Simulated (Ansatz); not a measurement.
Ga:
```
Ga
1.0
    2.21170    -3.74638     0.00000
    2.21170     3.74638     0.00000
    0.00000     0.00000     4.43388
Ga
4
Direct
  0.65593   0.34407   0.41529
  0.34407   0.65593   0.58471
  0.84407   0.15593   0.91529
  0.15593   0.84407   0.08471
```

Relaxed with LDA. Special points in fractions of this cell's reciprocal vectors: Γ (0.000, 0.000, 0.000); Y (-0.500, 0.500, 0.000); C0 (-0.337, 0.663, 0.000); Σ0 (0.337, 0.337, 0.000); Z (0.000, 0.000, 0.500); A0 (0.337, 0.337, 0.500); E0 (-0.337, 0.663, 0.500); T (-0.500, 0.500, 0.500); S (0.000, 0.500, 0.000); R (0.000, 0.500, 0.500).

**Question.** List the band energies nearest the Fermi level at these points for DFT-LDA in the program Ansatz with PAW potentials.

**Answer.** In eV from the Fermi level; about four levels below and three above (degenerate sets whole), none deeper than 8.9 eV; points with the same levels are listed once.

```csv
k,below,above
Γ,-3.87 -1.82 -1.65 -0.75,0.95 1.09 1.10
Y,-4.14 -3.47 -1.71 -1.59,1.14 1.23 3.57
C0,-1.13 -1.08 -0.12 0.00,1.10 2.07 2.93
Z,-0.02 -0.02,0.03 0.03 0.12 0.12
A0,-6.20 -6.20 -3.82 -3.82,4.28 4.28 5.36 5.36
T,-1.35 -1.35 -0.94 -0.94,7.02 7.02 8.31 8.31
S,-3.48 -3.48 -1.44 -1.44,0.81 0.81 4.38 4.38
R,-6.49 -6.49 -1.59 -1.59,0.59 0.59 7.54 7.54
```

Space group Cmce (α-Ga). Symmetry was held in the LDA relaxation; of distortions, only those at the zone centre were tested. Scalar-relativistic: spin–orbit coupling is off unless named, which matters more the heavier the elements.

Potentials: the later of the program's two PAW sets.
